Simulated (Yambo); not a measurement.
LiHS (space group Pmc2_1, No. 26), G0W0@PBEsol in Yambo with this input:

```
rim_cut
gw0
dyson
el_el_corr
HF_and_locXC
ppa
em1d
RandQpts= 1000000
RandGvec= 1 Ry
EXXRLvcs= 74 Ry
VXCRLvcs= 296 Ry
Chimod= "HARTREE"
% BndsRnXp
 5 | 257 |
%
NGsBlkXp= 7 Ry
% LongDrXp
 1.0 | 1.0 | 1.0 |
%
PPAPntXp= 27.2114 eV
% GbndRnge
 1 | 257 |
%
GTermKind= "BG"
DysSolver= "n"
ExtendOut
```

On a 2×4×1 mesh, with wavefunctions cut at 74 Ry, the gap (Γ → Γ) is 5.802 eV and the valence edge shifts by -1.490 eV.

Q: What happens with this change: 1×2×1 mesh?

A: The gap falls by 0.195 eV, to 5.607 eV; the shift of the valence edge becomes -1.329 eV. Neither run is shown to be the converged limit.

Geometry of the Materials Project entry, not relaxed at this level; primitive cell a = 6.1011 Å, b = 3.9234 Å, c = 7.8328 Å, α = 90.00°, β = 90.00°, γ = 90.00°.

A shift is the quasiparticle energy of the state minus its PBEsol energy.
